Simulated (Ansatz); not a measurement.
Computed with DFT PBE, scalar-relativistic, plane waves, PAW (Ansatz 0.2.0). Settings: cutoff 420 eV, Γ-centred meshes spaced at most about 0.3 Å⁻¹, and about 0.25 Å⁻¹ or finer for metals (2π included), Gaussian smearing. No spin polarisation in the final relaxations.

These are static total energies at zero pressure.

Two forms of CaSi2N3 were relaxed alike.

A.

```yaml
crystal:
  lattice:
    - [5.20055, 0.00000, 0.00000]
    - [-2.60028, 4.50381, 0.00000]
    - [0.00000, 0.00000, 2.60480]
  atoms:
    - { symbol: Ca, position: [0.00000, 0.00000, 0.50000] }
    - { symbol: Si, position: [0.66667, 0.33333, 0.50000] }
    - { symbol: Si, position: [0.33333, 0.66667, 0.50000] }
    - { symbol: N, position: [0.00000, 0.50000, 0.00000] }
    - { symbol: N, position: [0.50000, 0.50000, 0.00000] }
    - { symbol: N, position: [0.50000, 0.00000, 0.00000] }
```

B.

```yaml
crystal:
  lattice:
    - [2.77053, 1.59956, 4.28719]
    - [-2.77053, 1.59956, 4.28719]
    - [0.00000, -3.19913, 4.28719]
  atoms:
    - { symbol: Ca, position: [0.00000, 0.00000, 0.00000] }
    - { symbol: Si, position: [0.79375, 0.79375, 0.79375] }
    - { symbol: Si, position: [0.20625, 0.20625, 0.20625] }
    - { symbol: N, position: [0.00000, 0.50000, 0.00000] }
    - { symbol: N, position: [0.50000, 0.00000, 0.00000] }
    - { symbol: N, position: [0.00000, 0.00000, 0.50000] }
```

Problem. Which is lower in energy, and by how much?

Solution. B is lower, by 0.38 eV/atom. A has space group P6/mmm (No. 191), 10.2 Å³/atom and no gap on its mesh; B has space group R-3m (No. 166), 19.0 Å³/atom and no gap. The shortest distance is 1.99 Å (Si–N) in A and 1.68 Å (Si–N) in B. The lower one is the more open, so pressure narrows the difference. In A, around Ca lie 2 Ca at 2.60 Å, 12 N at 2.91 Å and 6 Si at 3.00 Å; Si has 6 N at 1.99 Å, 2 Si at 2.60 Å, 3 Ca at 3.00 Å and 3 Si at 3.00 Å; around N lie 4 Si at 1.99 Å, 6 N at 2.60 Å and 4 Ca at 2.91 Å. In B, around Ca lie 2 Si at 2.65 Å and 6 N at 2.67 Å; Si is surrounded by 3 N at 1.68 Å and 1 Ca at 2.65 Å; N has 2 Si at 1.68 Å and 2 Ca at 2.67 Å. Both come from invented guesses. A third cell relaxed alike, in P6/mmm, lies 210 meV/atom below the lower of the two.

In P6/mmm, R-3m an odd number of electrons in the primitive cell allows no gap without spin; a larger cell or a magnetic state could open one. Cells relaxed within their symmetry can be saddle points.
